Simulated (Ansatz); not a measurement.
## Ta3Ru2: opening a crack plane

Ta3Ru2, P4/mmm, a = 3.189 Å, c = 15.636 Å. The structure is a Materials Project entry; whether it is the stable form wasn't checked. Ansatz: PBEsol, PAW, 420 eV, Γ-centred 12×12×3 mesh on 10 atoms, Gaussian smearing 0.15 eV; no spin polarisation. One cut on (001) per cell of 10 atoms is opened rigidly by x, between planes of Ta and Ta that stand 1.64 Å apart; y is the energy per area (10.169 Å², 1 eV/Å² = 16.02 J/m²).

| x (Å) | y (J/m²) |
| --- | --- |
| 0.00 | 0.000 |
| 0.25 | 0.366 |
| 0.50 | 1.161 |
| 0.75 | 2.108 |
| 1.00 | 3.026 |
| 1.50 | ? |
| 2.00 | 5.779 |
| 3.00 | 7.046 |
| 4.50 | 7.599 |
| 6.00 | 7.661 |

Task: Fit the universal binding curve y = W[1 − (1 + x/l) e^(−x/l)] to the other rows, give the peak stress, and predict the missing value.

Result: Least squares gives W = 7.70 J/m² and l = 0.736 Å. The stress dy/dx peaks at x = l with W/(e l) = 38.5 GPa, for rigid faces. At x = 1.50: x/l = 2.038, y = 4.652 J/m². The run gave 4.611 J/m², so the fit is 0.041 J/m² too high, a small miss on the scale of the series.

Spin–orbit coupling is left out, which can shift energies with elements as heavy as these.

Cost: 12 runs of about 6.3 core-minutes in all, on Intel Xeon 6975P-C (Granite Rapids) (shared hosts).